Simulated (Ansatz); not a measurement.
GaCuSe2:
```cif
data_Cu4Ga4Se8
_chemical_formula_sum 'Cu4 Ga4 Se8'
_space_group_name_H-M_alt 'I-42d'
_space_group_IT_number 122
_space_group_name_Hall 'I -4 2bw'
_cell_length_a 5.60827
_cell_length_b 5.60827
_cell_length_c 11.09749
_cell_angle_alpha 90.000
_cell_angle_beta 90.000
_cell_angle_gamma 90.000
loop_
_atom_site_label
_atom_site_type_symbol
_atom_site_symmetry_multiplicity
_atom_site_Wyckoff_symbol
_atom_site_fract_x
_atom_site_fract_y
_atom_site_fract_z
_atom_site_occupancy
Cu1 Cu 4 a 0.00000 0.00000 0.00000 1
Ga1 Ga 4 b 0.00000 0.00000 0.50000 1
Se1 Se 8 d 0.25000 0.25366 0.37500 1
```
(The calculation used a cell of 8 atoms; values per cell refer to that cell.)

Relaxed with r²SCAN. r²SCAN in the plane-wave PAW code Ansatz gives a gap of 0.57 eV.

What gap does HSE06 give on the same cell (Ansatz, PAW)?

1.35 eV, 0.79 eV more. The hybrid was solved on a coarser mesh and at special points; its gap is the smallest among all of these.

Cost on shared cores: the r²SCAN run (SCF on a 7×7×7 mesh, then bands and DOS) around 9 core-minutes (rough), the HSE06 run (SCF on 4×4×4, then a few points) about 6 core-minutes (a rough figure); the tasks are unlike.

The cell was relaxed with r²SCAN under the symmetry of its start. No spin polarisation was allowed. Spin–orbit coupling is left out wherever it is not named.

Potentials: the later of the program's two PAW sets.
